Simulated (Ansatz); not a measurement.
**Elastic constants of Ga: input and output**

Theory: DFT LDA, scalar-relativistic, plane waves, PAW in Ansatz 0.2.0.

Launched with:
```bash
ansatz run input.yaml --threads 1 --pin off --max-ram 3072MiB --backend cpu --events-out ev --progress --plain --runs-dir out
```

Input (bare energies are in eV):
```yaml
crystal:
  lattice:
    - [1.350191456, -3.906978314, 0.0]
    - [1.350191456, 3.906978314, 0.0]
    - [0.0, 0.0, 3.2869677089]
  atoms:
    - { symbol: Ga, position: [0.8663570316, 0.1336429684, 0.25] }
    - { symbol: Ga, position: [0.1336429684, 0.8663570316, 0.75] }
basis:
  ecutwfc: 420
kpoints:
  mp_grid: { grid: [16, 16, 14] }
hamiltonian:
  xc: lda
scf:
  occupations: { method: fermi_dirac, width: 0.15 }
output:
  forces: true
  stress: true
  eigenvalues: true
elastic:
  mode: relaxed_ion
  amplitude: 0.005
```

From the output:
```
--- Elastic constants: 6 strain directions × 4 members + reference (group order 8) ---
  dense FFT box of the reference and of every strained cell: 30×30×24
  strains applied: 11, 22, 33, 23, 13, 12; error gains: componentwise 1.00 (the most a stress slope's error grows in a printed constant), spectral 1.00 (1 for all six strains in a standard setting)
  reference relaxed by the batch: 2 steps; max|allowed force component| 6.81e-5 eV/Å at the deck's positions, 1.40e-5 at the last accepted step, 1.40e-5 by the solve of record
  largest displacement 5.6e-6 Å; the constants are those of the deck's cell at these positions:
  atoms:
    - { symbol: Ga, position: [0.8663577475902038, 0.13364225240979605, 0.25] }
    - { symbol: Ga, position: [0.13364225240979605, 0.8663577475902038, 0.75] }
  C = ∂σ_k/∂η_j (tension-positive GPa; Voigt order 11 22 33 23 13 12):
       124.295     40.210     34.310      0.000     -0.000     -0.000
        40.208    106.934     60.346     -0.000      0.000      0.000
        34.336     60.345     97.668     -0.000      0.000      0.000
         0.000      0.000     -0.000     34.392     -0.000      0.000
        -0.000      0.000      0.000     -0.000      1.557      0.000
        -0.000      0.000     -0.000      0.000      0.000     33.333
  reference stress σ⁰ (GPa):      0.005     -0.004     -0.003      0.000     -0.000     -0.000
  C* (energy form; C + prestress term) asymmetry max|C*_kj − C*_jk| = 1.757e-2 GPa — a small one proves nothing (zero by symmetry where the batch's group is 432, −43m or m−3m); a large one is finite-difference/SCF noise where every solve ...
  moduli (Voigt/Reuss/Hill, GPa): K = 66.52/66.21/66.36   G = 26.79/6.48/16.63   E = 46.05   ν = 0.384
  mechanically stable: yes (min eigenvalue of sym C = 1.56 GPa)
  the stresses are not corrected for the forces that the relaxations left standing (`elastic.f_tol`)
  strain η (Voigt 11):  stress-route row diagonal C_11 = 124.29 GPa, energy-path curvature d²(F+E_count+ΔE)/dδ²/Ω₀ = 124.28 GPa
    cells at ±δ against ±2δ: C31 34.43 and 34.72 GPa, apart by 0.23 % of the column's largest entry
         δ    σ_11 (GPa) F (eV) n_scf n_hpsi n_pw
    -1.000e-2      -1.3136       -7413.9386872       2   94601    695   relax 3 steps, max|allowed force component| 8.48e-7 eV/Å
    -5.000e-3      -0.6354       -7413.9397389       2   94860    701   relax 3 steps, max|allowed force component| 6.48e-8 eV/Å
     5.000e-3       0.6069       -7413.9397414       2   94600    705   relax 3 steps, max|allowed force component| 2.69e-7 eV/Å
     1.000e-2       1.1668       -7413.9387754       2   94733    705   relax 3 steps, max|allowed force component| 5.38e-7 eV/Å
  strain η (Voigt 22):  stress-route row diagonal C_22 = 106.93 GPa, energy-path curvature d²(F+E_count+ΔE)/dδ²/Ω₀ = 106.96 GPa
    cells at ±δ against ±2δ: C22 106.78 and 106.30 GPa, apart by 0.45 % of the column's largest entry
         δ    σ_22 (GPa) F (eV) n_scf n_hpsi n_pw
    -1.000e-2      -1.1156       -7413.9388777       2   94448    691   relax 3 steps, max|allowed force component| 9.95e-7 eV/Å
    -5.000e-3      -0.5505       -7413.9397767       2   94485    701   relax 3 steps, max|allowed force component| 1.53e-7 eV/Å
     5.000e-3       0.5173       -7413.9397938       2   94631    703   relax 3 steps, max|allowed force component| 1.20e-7 eV/Å
     1.000e-2       1.0104       -7413.9389661       2   94741    705   relax 3 steps, max|allowed force component| 3.56e-7 eV/Å
  strain η (Voigt 33):  stress-route row diagonal C_33 = 97.67 GPa, energy-path curvature d²(F+E_count+ΔE)/dδ²/Ω₀ = 97.59 GPa
    cells at ±δ against ±2δ: C13 34.36 and 34.49 GPa, apart by 0.14 % of the column's largest entry
         δ    σ_33 (GPa) F (eV) n_scf n_hpsi n_pw
    -1.000e-2      -1.0199       -7413.9389829       2   94609    691   relax 3 steps, max|allowed force component| 5.15e-8 eV/Å
    -5.000e-3      -0.5019       -7413.9398049       2   94610    701   relax 2 steps, max|allowed force component| 4.70e-5 eV/Å
     5.000e-3       0.4743       -7413.9398189       2   94710    705   relax 3 steps, max|allowed force component| 3.89e-8 eV/Å
     1.000e-2       0.9301       -7413.9390561       2   94754    708   relax 3 steps, max|allowed force component| 3.91e-8 eV/Å
  strain η (Voigt 23):  stress-route row diagonal C_44 = 34.39 GPa, energy-path curvature d²(F+E_count+ΔE)/dδ²/Ω₀ = 34.39 GPa
    cells at ±δ against ±2δ: C44 34.44 and 34.58 GPa, apart by 0.41 % of the column's largest entry
         δ    σ_23 (GPa) F (eV) n_scf n_hpsi n_pw
    -1.000e-2      -0.3458       -7413.9397024       2  155865    699   relax 3 steps, max|allowed force component| 2.43e-5 eV/Å
    -5.000e-3      -0.1722       -7413.9399823       2  156228    700   relax 3 steps, max|allowed force component| 3.15e-6 eV/Å
     5.000e-3       0.1722       -7413.9399823       2  155991    700   relax 3 steps, max|allowed force component| 2.33e-6 eV/Å
     1.000e-2       0.3458       -7413.9397024       2  155833    699   relax 3 steps, max|allowed force component| 1.39e-6 eV/Å
  strain η (Voigt 13):  stress-route row diagonal C_55 = 1.56 GPa, energy-path curvature d²(F+E_count+ΔE)/dδ²/Ω₀ = 1.45 GPa
    cells at ±δ against ±2δ: C55 1.55 and 1.55 GPa, apart by 0.55 % of the column's largest entry
         δ    σ_13 (GPa) F (eV) n_scf n_hpsi n_pw
    -1.000e-2      -0.0155       -7413.9400588       2  156161    703   relax 2 steps, max|allowed force component| 1.38e-7 eV/Å
    -5.000e-3      -0.0078       -7413.9400722       2  156610    703   relax 1 steps, max|allowed force component| 4.25e-5 eV/Å
     5.000e-3       0.0078       -7413.9400722       2  156546    703   relax 1 steps, max|allowed force component| 4.25e-5 eV/Å
     1.000e-2       0.0155       -7413.9400588       2  156059    703   relax 2 steps, max|allowed force component| 2.58e-5 eV/Å
  strain η (Voigt 12):  stress-route row diagonal C_66 = 33.33 GPa, energy-path curvature d²(F+E_count+ΔE)/dδ²/Ω₀ = 33.32 GPa
    cells at ±δ against ±2δ: C66 33.28 and 33.12 GPa, apart by 0.47 % of the column's largest entry
         δ    σ_12 (GPa) F (eV) n_scf n_hpsi n_pw
    -1.000e-2      -0.3312       -7413.9397155       2  168952    702   relax 5 steps, max|allowed force component| 1.78e-5 eV/Å
    -5.000e-3      -0.1664       -7413.9399858       2  169114    701   relax 5 steps, max|allowed force component| 7.67e-6 eV/Å
     5.000e-3       0.1664       -7413.9399858       2  169001    701   relax 5 steps, max|allowed force component| 7.67e-6 eV/Å
     1.000e-2       0.3312       -7413.9397155       2  168898    702   relax 5 steps, max|allowed force component| 1.78e-5 eV/Å
```

It took 37 min on 1 thread of Arm Neoverse V2, with other jobs on the host, peak memory 0.89 GiB.

In a metal, frequencies and elastic constants depend on the k mesh and the smearing, soft modes and shear constants most.

The least eigenvalue is 1.6 GPa; in a metal on this mesh the verdict on stability isn't firm within about 20 GPa or a tenth of the bulk modulus.

This form isn't the element's structure at ambient conditions.